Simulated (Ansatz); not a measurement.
Nb$_{4}$GaSe$_{8}$ (space group F-43m)

```
Nb4GaSe8
1.0
    0.00000     5.18251     5.18251
    5.18251     0.00000     5.18251
    5.18251     5.18251     0.00000
Nb Ga Se
4 1 8
Direct
  0.14702   0.14702   0.55894
  0.14702   0.55894   0.14702
  0.55894   0.14702   0.14702
  0.14702   0.14702   0.14702
  0.75000   0.75000   0.75000
  0.88529   0.88529   0.34414
  0.88529   0.34414   0.88529
  0.34414   0.88529   0.88529
  0.88529   0.88529   0.88529
  0.38598   0.38598   0.38598
  0.38598   0.38598   0.84206
  0.38598   0.84206   0.38598
  0.84206   0.38598   0.38598
```

Equation-of-state scan: isotropic scaling of the cell above, V₀ being its volume. The atoms relax within the cell's symmetry.

Level of theory: PBEsol (plane waves to 420 eV, PAW, scalar-relativistic; Ansatz, a first-principles code). k mesh 6×6×6 (Γ-centred), Fermi-Dirac smearing 0.05 eV. E stands for the smeared free energy. Stress and pressure are positive under compression. Nb4GaSe8 is run without spin polarisation. Nb4GaSe8 was relaxed with its symmetry unable to fall. ΔE is measured from the relaxed starting cell. The last digit holds for this mesh only.

```
V (Å³/atom)  ΔE (meV/atom)
-----------  -------------
20.130                21.4
20.344                14.5
20.558                 9.1
20.772                 5.0
20.986                 2.2
21.200                 0.5
21.414                 0.0
21.629                 0.5
21.843                 2.0
22.057                 4.3
22.271                 7.6
22.485                11.6
22.699            withheld
```

### Question
Fit a third-order Birch-Murnaghan form (E₀, V₀, B₀, B₀′ free) to the given rows and predict ΔE at V = 22.699.

### Answer
Least squares on the 12 given rows: ΔE = E₀ + (9V₀B₀/16)·y²·[2 + (B₀′ − 4)y], y = (V₀/V)^(2/3) − 1, with V₀ = 21.416 Å³/atom, B₀ = 77.54 GPa (160.2 GPa = 1 eV/Å³; the term in eV is multiplied by 1000), B₀′ = 5.58, E₀ = -0.01 meV/atom; root-mean-square residual 0.02 meV/atom. At 22.699 the fit gives 16.4 meV/atom; the calculation gives 16.4 meV/atom, the same to the digits shown. For the pressure the fit gives -3.8 GPa against the computed -3.8 GPa.

(A scan under strain: stresses follow from slopes of the energy per volume, elastic moduli from its curvatures.)
